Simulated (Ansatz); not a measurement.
# C (Fd-3m): energy against volume by PBE and RPA

```
C
1.0
     0.00000    1.78350    1.78350
     1.78350    0.00000    1.78350
     1.78350    1.78350    0.00000
C
2
Direct
  0.00000 0.00000 0.00000
  0.25000 0.25000 0.25000
```

RPA total energy on PBE orbitals, hand-made PAW set (Ansatz); 4×4×4 mesh, wave cutoff 820 eV, correlation extrapolated to infinite response cutoff from cutoffs up to 280 eV, 8 electrons, all correlated, long-wavelength term: neglected.

Energies and volumes of the whole cell, energies counted from the given cell:

```json
{"V/V_given": "0.92", "V (Å³)": "10.44", "PBE (meV)": "130", "Hartree-Fock expression on these orbitals (meV)": "67", "RPA (meV)": "126"}
{"V/V_given": "0.96", "V (Å³)": "10.89", "PBE (meV)": "35", "Hartree-Fock expression on these orbitals (meV)": "1", "RPA (meV)": "32"}
{"V/V_given": "1.00", "V (Å³)": "11.35", "PBE (meV)": "0", "Hartree-Fock expression on these orbitals (meV)": "0", "RPA (meV)": "0"}
{"V/V_given": "1.04", "V (Å³)": "11.80", "PBE (meV)": "16", "Hartree-Fock expression on these orbitals (meV)": "53", "RPA (meV)": "19"}
{"V/V_given": "1.08", "V (Å³)": "12.25", "PBE (meV)": "73", "Hartree-Fock expression on these orbitals (meV)": "151", "RPA (meV)": "81"}
```

Problem. Fit third-order Birch-Murnaghan curves. Where are the minima?

Solution. PBE: V0 = 5.71 Å³ an atom (lattice constants +0.2 % against the given cell), B0 = 432 GPa; Hartree-Fock expression on these orbitals: V0 = 5.56 Å³ an atom (lattice constants -0.7 % against the given cell), B0 = 510 GPa; RPA: V0 = 5.70 Å³ an atom (lattice constants +0.1 % against the given cell), B0 = 444 GPa.

This ran on a trial build of the method. The mesh is coarse, so these are values at the stated settings, not converged ones.
